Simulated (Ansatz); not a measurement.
Data:

Pt (fcc, Cu type)

```
Pt
1.0
    0.00000     3.97027     3.97027
    1.98513     0.00000     1.98513
    1.98513     1.98513     0.00000
Pt
2
Direct
  0.00000   0.00000   0.00000
  0.50000   0.00000   0.00000
```

A phonon eigenvector at L = (0.5, 0.0, 0.0) is frozen into this cell: atom i moves by Q times the vector below, so Q is the largest atomic displacement, in Å. The cell is held. (q is in reciprocal vectors of the primitive cell; the cell shown is doubled to hold the pattern.)

| atom | x | y | z |
|---|---|---|---|
| Pt1 | -0.577 | 0.577 | 0.577 |
| Pt2 | 0.577 | -0.577 | -0.577 |

Level of theory: PBE (plane waves to 420 eV, PAW, scalar-relativistic; Ansatz, a program for electronic structure). k mesh 10×20×20 (Γ-centred), Fermi-Dirac smearing 0.05 eV. Energies are smeared free energies. With partly filled bands, energies and forces of such displacements shift with the k mesh and the smearing. Pt is run without spin polarisation. Pt was relaxed with its symmetry unable to fall. Spin-orbit coupling is left out, though Pt is heavy. The zero of ΔE is the undisplaced structure.

The scan covers Q from -0.100 to 0.100 Å in 13 points.

Problem. Is this a single well or a double well?

Solution. A single well with its minimum at or next to zero displacement.

Problem. Which space group does the distorted structure have?

Solution. R-3m (No. 166), lowered from Fm-3m.

Problem. What is the energy change at Q = 0.100 Å?

Solution. 252 meV/cell.

Problem. What harmonic wavenumber does the curvature at Q = 0 give?

Solution. 185 cm⁻¹.

(A displaced cell: forces are minus the slopes of the energy, force constants its curvatures, and phonons follow from these.)
